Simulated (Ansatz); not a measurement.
This guess for MgCd2Te3 is about to be relaxed.

```cif
data_structure
_symmetry_space_group_name_H-M 'P3m1'
_symmetry_Int_Tables_number 156
_cell_length_a 4.3003
_cell_length_b 4.3003
_cell_length_c 10.5336
_cell_angle_alpha 90.000
_cell_angle_beta 90.000
_cell_angle_gamma 120.000
_cell_volume 168.70
loop_
_atom_site_label
_atom_site_type_symbol
_atom_site_symmetry_multiplicity
_atom_site_Wyckoff_symbol
_atom_site_fract_x
_atom_site_fract_y
_atom_site_fract_z
_atom_site_occupancy
Mg1 Mg 1 a 0.00000 0.00000 0.33333 1
Cd1 Cd 1 b 0.33333 0.66667 0.00000 1
Cd2 Cd 1 c 0.66667 0.33333 0.66667 1
Te1 Te 1 b 0.33333 0.66667 0.75000 1
Te2 Te 1 c 0.66667 0.33333 0.41667 1
Te3 Te 1 a 0.00000 0.00000 0.08333 1
```

All numbers below come from DFT PBE, scalar-relativistic, plane waves, PAW in Ansatz 0.2.0. Cutoff 420 eV, Gaussian smearing, Γ-centred meshes. Cell and atoms relax first on a coarse mesh and then on a converged one. In between, the cell is made exact in the group found at 0.06 Å. The steps can't lower the symmetry of their start. No spin polarisation.

A guess keeps its type if space group and coordination stay and the shape of the cell changes little (axis ratios within about 15 %, angles within 6°); the volume may change.

**Question.** Does it keep its structure type, or change into something else?

**Answer.** It keeps its type. The symmetry stays P3m1 (No. 156). The volume per atom grows by 26.8 %, from 28.1 to 35.6 Å³. The shortest distance goes from 2.63 Å (Cd–Te and Mg–Te) to 2.82 Å (Mg–Te). The ratio c/a of the conventional cell changes by a factor of 1.00. Counting neighbours within 15 % of an atom's shortest distance, the start has Cd 4, Mg 4, Te 4 and the end Cd 4, Mg 4, Te 4.

The last run used a 6×6×4 mesh (in the run's order of axes) for its 6-atom cell and Gaussian smearing of 0.02 eV. Spin–orbit coupling, which can matter for Te, is left out. A later test with randomly moved atoms came back to the same energy, though modes that don't fit the test's cell weren't probed.
